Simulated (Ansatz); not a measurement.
Input:

NbIr$_{3}$:
```xyz
8
Lattice="5.5184 0.0000 0.0000 -2.7592 4.7790 0.0000 0.0000 0.0000 4.4345" Properties=species:S:1:pos:R:3 pbc="T T T"
Nb     0.0000     3.1860     3.3258
Nb     2.7592     1.5930     1.1086
Ir     0.0000     1.5689     1.1086
Ir     2.7592     3.2102     3.3258
Ir     4.1597     0.7844     3.3258
Ir    -1.4005     3.9946     1.1086
Ir     1.4005     3.9946     1.1086
Ir     1.3587     0.7844     3.3258
```

This is the PBEsol-relaxed structure.

Q: All from the program Ansatz at the PBEsol level (PAW), unless another level is named. Give the Hill bulk and shear moduli.

A: 344 and 206 GPa.

Q: And the highest zone-centre frequency?

A: 220 cm⁻¹.

Space group P6_3/mmc. The workflow started from a Materials Project entry (that database holds measured and hypothetical structures alike); the Crystallography Open Database copy checked does not list it. COD files the formula under space group No. 221. Whether it is the stable phase at ambient conditions was not checked. Symmetry was held in the PBEsol relaxation; its stability against distortions is not shown here. No spin polarisation was allowed. As this level gives no gap, shear constants depend on the k-mesh and smearing (Fermi–Dirac, 0.1 eV here). As this level gives no gap, phonon frequencies hold no LO–TO term and depend on the k-mesh and smearing (Fermi–Dirac, 0.1 eV here). Spin–orbit coupling is left out wherever it is not named.

Potentials: the later of the program's two PAW sets.
